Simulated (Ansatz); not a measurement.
Input:

BaTiO3 (cubic perovskite)

```
CELL_PARAMETERS angstrom
      3.99442     0.00000     0.00000
      0.00000     3.99442     0.00000
      0.00000     0.00000     3.99442
ATOMIC_POSITIONS crystal
  Ba 0.00000 0.00000 0.00000
  Ti 0.50000 0.50000 0.50000
  O  0.00000 0.50000 0.50000
  O  0.50000 0.50000 0.00000
  O  0.50000 0.00000 0.50000
```

This relaxed cell (volume V₀) is scaled evenly in all directions, its shape held. Symmetry pins the atoms to their sites.

Level of theory: r2SCAN (plane waves to 500 eV, PAW, scalar-relativistic; Ansatz, a first-principles code). k mesh 8×8×8 (Γ-centred), Fermi-Dirac smearing 0.05 eV. The energy includes the smearing's −TS. Stress and pressure are positive under compression. BaTiO3 is run without spin polarisation. BaTiO3 was relaxed with its symmetry unable to fall. The PAW data are Ansatz's earlier set. This is a high-temperature form of BaTiO3. ΔE is measured from the relaxed starting cell.

The scan covers V/V₀ from 0.840 to 1.160 in 13 points.

Task: What is the fitted pressure derivative B₀′?

Result: 4.4.

Task: What bulk modulus B₀ follows from a third-order Birch-Murnaghan fit?

Result: 180 GPa.

(A scan under strain: stresses follow from slopes of the energy per volume, elastic moduli from its curvatures.)
